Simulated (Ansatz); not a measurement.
LaOF (space group R-3m)

Space group R-3m, hexagonal axes (No. 166); a = 4.013 Å, b = 4.013 Å, c = 20.068 Å, α = 90.00°, β = 90.00°, γ = 120.00°

| atom | site | symmetry | x | y | z |
|---|---|---|---|---|---|
| La | 6c | 3m | 0.0000 | 0.0000 | 0.2582 |
| O | 6c | 3m | 0.0000 | 0.0000 | 0.3769 |
| F | 6c | 3m | 0.0000 | 0.0000 | 0.1290 |
(The calculation used a cell of 6 atoms; values per cell refer to that cell.)

Two coordinates are scanned: the volume, and the ratio of the stretch along z (the conventional c axis) to the stretch across it. Atoms keep their fractional coordinates.

All values below come from PBEsol (plane waves to 420 eV, PAW, scalar-relativistic; Ansatz, a quantum-chemistry and plane-wave program). k mesh 10×10×10 (Γ-centred), Fermi-Dirac smearing 0.05 eV. E stands for the smeared free energy. As the atoms are clamped, bonds stretch with the cell, which overstates energies and stresses. LaOF is run without spin polarisation. LaOF was relaxed with its symmetry unable to fall.

Changes of ΔE (meV/atom) from the point V/V₀ = 1.000, (c/a)/(c/a)₀ = 1.000 when one coordinate moves alone (two changes are said to add if the coupling is within 5 % of the smaller one, nearly so within 20 %):

```tsv
point	change
V/V₀ = 1.000, (c/a)/(c/a)₀ = 0.880	73.32
V/V₀ = 1.000, (c/a)/(c/a)₀ = 0.940	15.75
V/V₀ = 0.920, (c/a)/(c/a)₀ = 1.000	46.27
V/V₀ = 0.960, (c/a)/(c/a)₀ = 1.000	10.72
V/V₀ = 1.040, (c/a)/(c/a)₀ = 1.000	9.25
V/V₀ = 1.080, (c/a)/(c/a)₀ = 1.000	34.55
V/V₀ = 1.000, (c/a)/(c/a)₀ = 1.060	12.18
V/V₀ = 1.000, (c/a)/(c/a)₀ = 1.120	43.66
```

What is the change at V/V₀ = 0.920, (c/a)/(c/a)₀ = 0.940, where both move, and how far is it from the sum?

The sum of the single changes is 46.27 + (15.75) = 62.02; the calculation gives 67.61, so the coupling contributes 5.59 (over 20 % of the smaller single change, not additive).

What is the change at V/V₀ = 1.080, (c/a)/(c/a)₀ = 1.120, where both move, and how far is it from the sum?

The sum of the single changes is 34.55 + (43.66) = 78.21; the calculation gives 63.34, so the coupling contributes -14.87 (over 20 % of the smaller single change, not additive).

Do the two effects add at V/V₀ = 0.960, (c/a)/(c/a)₀ = 1.060? Give the computed change.

The sum of the single changes is 10.72 + (12.18) = 22.90; the calculation gives 25.42, so the coupling contributes 2.52 (over 20 % of the smaller single change, not additive).

(Under strain, the slope of the energy per volume gives the stress and its curvature an elastic modulus.)
